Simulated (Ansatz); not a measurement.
TiSn₃O₈ on the sites of the rutile structure (relaxed group Cmmm) was relaxed with 3 functionals in Ansatz 0.2.0, cell and atoms free, the symmetry of the start kept (meshes: PBE 6×6×4, r2SCAN 6×6×4, PBEsol 6×6×4). Note: simulated data, non-magnetic, for a generated structure that need not be the stable one.

The PBE result:
```cif
data_structure
_symmetry_space_group_name_H-M 'Cmmm'
_symmetry_Int_Tables_number 65
_cell_length_a 6.7509
_cell_length_b 6.7625
_cell_length_c 6.3608
_cell_angle_alpha 90.000
_cell_angle_beta 90.000
_cell_angle_gamma 90.000
_cell_volume 290.39
loop_
_atom_site_label
_atom_site_type_symbol
_atom_site_symmetry_multiplicity
_atom_site_Wyckoff_symbol
_atom_site_fract_x
_atom_site_fract_y
_atom_site_fract_z
_atom_site_occupancy
Sn1 Sn 2 b 0.50000 0.00000 0.00000 1
Sn2 Sn 4 k 0.00000 0.00000 0.74531 1
O1 O 4 g 0.19379 0.00000 0.00000 1
O2 O 8 n 0.50000 0.81036 0.73836 1
Ti1 Ti 2 c 0.50000 0.00000 0.50000 1
O3 O 4 h 0.20309 0.00000 0.50000 1
```

Space group Cmmm (No. 65), orthorhombic; a = 6.751 Å, b = 6.763 Å, c = 6.361 Å in the conventional setting, 12.10 Å³ an atom. Sn has 6 O at 2.07–2.10 Å; Sn has 6 O at 2.08–2.10 Å; O has 3 Sn at 2.07–2.08 Å; O has 1 Ti at 1.99 Å and 2 Sn at 2.10 Å; Ti has 6 O at 1.99–2.00 Å; O has 1 Ti at 2.00 Å and 2 Sn at 2.08 Å.

(1) How does the cell change with PBEsol?

(2) How does the cell change with r2SCAN?

(3) Held at the r2SCAN cell, what mean stress does PBE find, and does its sign point to its own minimum?

## Answers

(1) a = 6.673 Å, b = 6.683 Å, c = 6.308 Å; the volume differs by -3.1 % from PBE's. Around Sn lie 6 O at 2.04–2.08 Å; around Sn lie 6 O at 2.06–2.07 Å; around O lie 3 Sn at 2.04–2.06 Å (further sites aren't listed).

(2) a = 6.664 Å, b = 6.677 Å, c = 6.296 Å; the volume differs by -3.5 % from PBE's. Sn is surrounded by 6 O at 2.04–2.08 Å; Sn is surrounded by 6 O at 2.05–2.07 Å; O is surrounded by 3 Sn at 2.04–2.06 Å (further sites aren't listed).

(3) Yes. PBE +7.22 GPa, and its relaxed volume is +3.7 % from r2SCAN's. Compression counts positive, so a positive stress asks for a larger cell.
